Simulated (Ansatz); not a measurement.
## Calculated 17O NMR of the central transition for Na₄MgAlP₃O₁₂

Cell: a Materials Project structure (computed, not necessarily an observed phase), taken as it stands.

Space group R3c:H (No. 161); a = 8.8114, c = 21.5444 Å, γ = 120.00°.

```csv
site,Wyckoff,site symmetry,x,y,z
Na1,18b,1,0.3037,0.3389,0.5825
Na7,6a,3.,0.0000,0.0000,0.4984
Mg,6a,3.,0.0000,0.0000,0.3506
Al,6a,3.,0.0000,0.0000,0.6502
P,18b,1,0.9570,0.3288,0.5839
O19,18b,1,0.2127,0.0307,0.3081
O25,18b,1,0.7924,0.9621,0.6925
O31,18b,1,0.0146,0.8236,0.4108
O37,18b,1,0.9718,0.1583,0.5892
```

One atom of each set is listed; the run and its k-mesh use a cell of 42 atoms with edges of 8.80, 8.80, 8.80 Å.

Level of theory: DFT, PBE, plane waves and PAW, scalar-relativistic, 420 eV cutoff, Γ-centred 3×3×3 k-points, Fermi–Dirac smearing 0.02 eV (Ansatz 0.2.0).

17O has I = 5/2 and Q = -25.58 mb (Pyykkö 2018); at 28.2 T its Larmor frequency is ν₀ = 162.8 MHz. Only the quadrupole interaction is simulated: positions count from each site's isotropic chemical shift, and J coupling is left out, as are shift anisotropy and dipolar coupling, which fast spinning averages.

Task: What does the 17O spectrum (fast magic-angle spinning) show for each site?

Result: 

```tsv
site	first shell	C_Q (MHz)	η	P_Q (MHz)	δ_QIS (ppm)	breadth (kHz)
O19	1 P at 1.52 Å, 1 Mg at 1.98 Å, angle 147°; also 3 Na at 2.54–3.30 Å	-5.11	0.17	5.13	-5.96	2.18
O25	1 P at 1.57 Å, 1 Al at 1.92 Å, angle 149°; also 3 Na at 2.64–3.29 Å	-6.71	0.07	6.71	-10.2	3.64
O31	1 P at 1.54 Å, 1 Mg at 2.08 Å, angle 146°; also 3 Na at 2.39–2.49 Å	-5.72	0.22	5.76	-7.51	2.77
O37	1 P at 1.58 Å, 1 Al at 2.02 Å, angle 143°; also 3 Na at 2.40–2.54 Å	-6.43	0.15	6.46	-9.43	3.43
```

δ_QIS = −(ν_Q²/30ν₀²)[I(I+1) − 3/4](1 + η²/3) × 10⁶ ppm with ν_Q = 3|C_Q|/[2I(2I−1)]; it falls as 1/B₀² in ppm, and the breadth as 1/B₀ in kHz.

At O19, O31 and O37 V_zz points along the shorter of its two bonds, to P (within 8°) in each case. At O25 V_zz runs parallel to the line that joins its two neighbours (within 8°).

The largest force is 0.3 eV/Å, so the atoms aren't at the calculated equilibrium and relaxing them would move these values.
